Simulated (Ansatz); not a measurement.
ScB$_{2}$: frozen-core PAW against all-electron methods

```
Sc B
1.0
     3.15000    0.00000    0.00000
    -1.57500    2.72798    0.00000
     0.00000    0.00000    3.52000
Sc B
1 2
Direct
  0.00000 0.00000 0.00000
  0.33333 0.66667 0.50000
  0.66667 0.33333 0.50000
```

Atom numbers follow the list: Sc1, B2, B3.

The cell comes from COD entry 1510831, which wasn't checked; take it as a given geometry.

Spin polarisation is left out, and whether a magnetic state lies lower isn't shown here.

Methods: DFT, PBEsol, PAW with Ansatz's default frozen-core files, scalar-relativistic (Ansatz 0.2.0); DFT, PBEsol, all-electron PAW with datasets made for the crystal, scalar-relativistic (Ansatz 0.2.0); DFT, PBEsol, all-electron LAPW, scalar-relativistic (Ansatz 0.2.0).

For PAW: a Γ-centred 12×12×9 k mesh, Fermi–Dirac smearing of 0.03 eV, cutoff 420 eV, no spin polarisation; the PAW files were made with PBE, and the program remakes their frozen cores for this functional. The crystal-made all-electron datasets (AE datasets) take a cutoff of 320 eV at this cell. LAPW targets a basis error of 1 meV/atom. The Ansatz runs share mesh, smearing and spin set-up. Plane-wave (PAW) pressures include the program's estimate of the Pulay term.

Stress and pressure are positive in compression.

In a metal, gradients converge slowly with the k mesh: the values move by tens of per cent from one mesh to another, at times in sign, so only the comparison on one mesh counts.

Levels count from the Fermi level.

```csv
quantity,PAW,AE datasets,LAPW
pressure (GPa),-4.86,-4.86,-4.86
stress xx (GPa),-4.88,-4.91,-4.91
stress zz (GPa),-4.81,-4.77,-4.77
highest filled level at A (eV),-5.819,-5.818,-5.818
lowest empty level at A (eV),0.482,0.481,0.481
highest filled level at Γ (eV),-0.449,-0.448,-0.449
lowest empty level at Γ (eV),4.090,4.089,4.089
highest filled level at L (eV),-1.641,-1.638,-1.638
lowest empty level at L (eV),4.336,4.336,4.336
field gradient Vzz at Sc1 (10²¹ V/m²),1.36,1.36,–
field gradient Vzz at B2 (10²¹ V/m²),0.54,0.57,–
```

PAW's pressure differs from the LAPW value by about 0.01 GPa or less.
